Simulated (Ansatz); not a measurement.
AlSiCN:
```xyz
4
Lattice="3.0718 0.0000 0.0000 -1.5359 2.6602 0.0000 0.0000 0.0000 4.9910" Properties=species:S:1:pos:R:3 pbc="T T T"
Al     0.0000     1.7735     2.5310
Si     1.5359     0.8867     4.9783
C      0.0000     1.7735     0.5418
N      1.5359     0.8867     3.1788
```

Tensor components refer to the Cartesian frame of this cell.

Q: Give the high-frequency dielectric tensor and the Born effective charge tensors of the independent atoms from DFPT, LDA (plane waves, PAW; program Ansatz).

A: 
ε∞:
```
5.71  0.00  0.00
0.00  5.71  0.00
0.00  0.00  5.73
```
Z* of atom 1 (Al), rows: field, columns: displacement, in e:
```
2.46  0.00  0.00
0.00  2.46  0.00
0.00  0.00  3.08
```
Z* of atom 2 (Si), rows: field, columns: displacement, in e:
```
2.91  0.00  0.00
0.00  2.91  0.00
0.00  0.00  2.65
```
Z* of atom 3 (C), rows: field, columns: displacement, in e:
```
-2.92   0.00   0.00
 0.00  -2.92   0.00
 0.00   0.00  -2.40
```
Z* of atom 4 (N), rows: field, columns: displacement, in e:
```
-2.45   0.00   0.00
 0.00  -2.45   0.00
 0.00   0.00  -3.34
```

Space group P3m1. The workflow started from a Materials Project entry (that database holds measured and hypothetical structures alike); the Crystallography Open Database copy checked does not list it. Whether it is the stable phase at ambient conditions was not checked. Symmetry was held in the LDA relaxation; whether a distortion lowers the energy is not shown.

Potentials: the later of the program's two PAW sets.
